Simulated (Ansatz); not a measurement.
Zr4Al3:
Space group P6/mmm (No. 191); a = b = 5.3979 Å, c = 5.3327 Å, α = β = 90.00°, γ = 120.00°

| atom | site | symmetry | x | y | z |
|---|---|---|---|---|---|
| Zr | 2e | 6mm | 0.0000 | 0.0000 | 0.2603 |
| Zr | 2d | -6m2 | 0.3333 | 0.6667 | 0.5000 |
| Al | 3f | mmm | 0.0000 | 0.5000 | 0.0000 |

Relaxed at zero pressure with DFT-PBEsol in the program Ansatz with PAW potentials.

Question: The volume is lowered by 9 % and shape and atoms relax at that volume. What pressure results, and how do the axes share the change?

Answer: 12.8 GPa; a -3.2 %, b -3.2 %, c -2.9 %; the energy rises by 64 meV/atom.

Question: Give the new structure.

Answer: 
Space group P6/mmm (No. 191); a = 5.226 Å, b = 5.226 Å, c = 5.178 Å, α = 90.00°, β = 90.00°, γ = 120.00°

| atom | site | symmetry | x | y | z |
|---|---|---|---|---|---|
| Zr | 2e | 6mm | 0.0000 | 0.0000 | 0.2606 |
| Zr | 2d | -6m2 | 0.3333 | 0.6667 | 0.5000 |
| Al | 3f | mmm | 0.0000 | 0.5000 | 0.0000 |

The phase is kept; no other phase was compared at this pressure.

The first step of the workflow began from a Materials Project structure, measured or hypothetical; the Crystallography Open Database copy checked does not list it. Whether it is the stable phase at ambient conditions was not checked. The PBEsol relaxation kept the symmetry of its start; of distortions, only those at the zone centre were tested. The run is not spin-polarised. Axis ratios of metals converge slowly with the k-mesh, so a and c are less sure than the volume.

Potentials: the later of the program's two PAW sets.
